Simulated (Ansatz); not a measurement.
Sb2Pt:
```yaml
crystal:
  lattice:
    - [6.46429, 0.00000, 0.00000]
    - [0.00000, 6.46429, 0.00000]
    - [0.00000, 0.00000, 6.46429]
  atoms:
    - { symbol: Pt, position: [0.00000, 0.00000, 0.00000] }
    - { symbol: Pt, position: [0.50000, 0.00000, 0.50000] }
    - { symbol: Pt, position: [0.50000, 0.50000, 0.00000] }
    - { symbol: Pt, position: [0.00000, 0.50000, 0.50000] }
    - { symbol: Sb, position: [0.37574, 0.37574, 0.37574] }
    - { symbol: Sb, position: [0.12426, 0.62426, 0.87574] }
    - { symbol: Sb, position: [0.87574, 0.12426, 0.62426] }
    - { symbol: Sb, position: [0.62426, 0.87574, 0.12426] }
    - { symbol: Sb, position: [0.62426, 0.62426, 0.62426] }
    - { symbol: Sb, position: [0.87574, 0.37574, 0.12426] }
    - { symbol: Sb, position: [0.12426, 0.87574, 0.37574] }
    - { symbol: Sb, position: [0.37574, 0.12426, 0.87574] }
```

Relaxed with HSE06. Special points in fractions of this cell's reciprocal vectors: Γ (0.000, 0.000, 0.000); X (0.000, 0.500, 0.000); M (0.500, 0.500, 0.000); R (0.500, 0.500, 0.500); X1 (0.500, 0.000, 0.000).

Q: List the band energies nearest the valence-band maximum at these points for the program Ansatz at the HSE06 level (PAW).

A: In eV from the valence-band maximum; about four levels below and three above (degenerate sets whole), none deeper than 8.9 eV; points with the same levels are listed once.

```
k                    below                above
-  -----------------------  -------------------
Γ  -2.14 -0.64 -0.64 -0.64       0.11 0.11 0.11
X  -1.75 -1.75 -0.83 -0.83  0.99 0.99 1.89 1.89
M  -0.93 -0.93 -0.93 -0.93  2.11 2.11 2.11 2.11
R  -0.82 -0.82 -0.82 -0.82  0.21 0.21 0.21 0.21
```

Space group Pa-3. The HSE06 relaxation kept the symmetry of its start. No spin polarisation was allowed. The hybrid was solved on a coarse mesh, the path and, where they were found, the r²SCAN edge points; its band edges are the extreme levels among these. Spin–orbit coupling is left out wherever it is not named.

Potentials: the later of the program's two PAW sets.
